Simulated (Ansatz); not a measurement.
## Spin-resolved density of states of Fe₃Ge (Pm-3m)

The source of the geometry is a structure from the Materials Project; atoms and cell stay fixed.

Functional, mesh and filling: PBEsol, 9×9×9 k mesh, Fermi–Dirac smearing of 0.03 eV. LAPW is all-electron LAPW in Ansatz 0.2.0. Site moments are integrated in spheres about the atoms.

The run was typed so:

```yaml
crystal:
  lattice:
    - [3.66050052, 0.0, 0.0]
    - [0.0, 3.66050052, 0.0]
    - [0.0, 0.0, 3.66050052]
  atoms:
    - { symbol: Fe, position: [0.0, 0.5, 0.5], spin: 2.2 }
    - { symbol: Fe, position: [0.5, 0.5, 0.0], spin: 2.2 }
    - { symbol: Fe, position: [0.5, 0.0, 0.5], spin: 2.2 }
    - { symbol: Ge, position: [0.0, 0.0, 0.0] }
magnetization:
  spin_polarized: true
kpoints:
  mp_grid: { grid: [9, 9, 9] }
scf:
  occupations: { method: fermi_dirac, width: 0.03 }
  lower_state_search: "off"
hamiltonian:
  xc: pbesol
  pseudopotentials: { kind: all_electron, lapw: { basis_error: 0.001 } }
output:
  forces: true
  stress: true
  eigenvalues: false
  populations: true
  dos: { projected: true, de: 0.1, e_range: [-8, 5] }
```

Command: `ansatz run input.yaml --threads 2 --pin off --max-ram 6144MiB --backend cpu --events-out ev --progress --plain --runs-dir out`

Question: Give the density of states by spin, smoothed by a Gaussian of 0.15 eV.

Answer: 
```tsv
E − E_F (eV)	majority (states/eV/cell)	minority (states/eV/cell)
-7.00	0.26	0.14
-6.75	0.38	0.23
-6.50	0.60	0.32
-6.25	0.90	0.46
-6.00	0.88	0.65
-5.75	0.88	0.78
-5.50	1.02	0.70
-5.25	1.00	0.66
-5.00	1.03	0.76
-4.75	1.14	0.80
-4.50	3.00	0.72
-4.25	3.11	0.57
-4.00	1.88	0.59
-3.75	2.25	0.95
-3.50	3.46	1.33
-3.25	2.99	1.87
-3.00	3.26	2.26
-2.75	4.49	1.91
-2.50	3.27	0.99
-2.25	3.71	1.76
-2.00	5.52	3.12
-1.75	6.21	2.83
-1.50	4.66	2.60
-1.25	2.87	3.27
-1.00	1.74	3.69
-0.75	1.77	1.80
-0.50	1.43	0.83
-0.25	0.60	1.40
0.00	0.75	2.46
0.25	1.36	4.33
0.50	1.28	5.79
0.75	0.98	5.03
1.00	0.79	3.55
1.25	0.69	2.68
1.50	0.65	1.90
1.75	0.62	1.15
2.00	0.57	1.52
2.25	0.50	1.97
2.50	0.41	1.34
2.75	0.34	0.97
3.00	0.32	0.85
3.25	0.33	0.72
3.50	0.34	0.61
3.75	0.37	0.47
4.00	0.43	0.41
4.25	0.52	0.44
4.50	0.56	0.52
```
Site moments (μB): Fe1 2.24, Fe2 2.24, Fe3 2.24, Ge4 -0.14. Cell moment 6.48 μB.

Question: How large is the spin polarisation of the states at the Fermi level?

Answer: (N↑ − N↓)/(N↑ + N↓) = -56 %, from 0.65 and 2.34 states/eV; these are averaged over the run's smearing, not the smoothing of the table, and they move with the mesh.

Löwdin populations of d and f shells (filled inner shells left out):

| shell | up | down |
| --- | --- | --- |
| Fe1 3d | 4.57 | 2.30 |
| Fe2 3d | 4.57 | 2.30 |
| Fe3 3d | 4.57 | 2.30 |

Further occupied bands lie below the window, the nearest with its top at -9.2 eV.

The Ansatz runs typed with the search for lower states off end where their start leads. These are results for the start and cell typed. The real compound can order otherwise, in a larger cell, or not at all, since semilocal functionals at zero temperature often overstate magnetism.
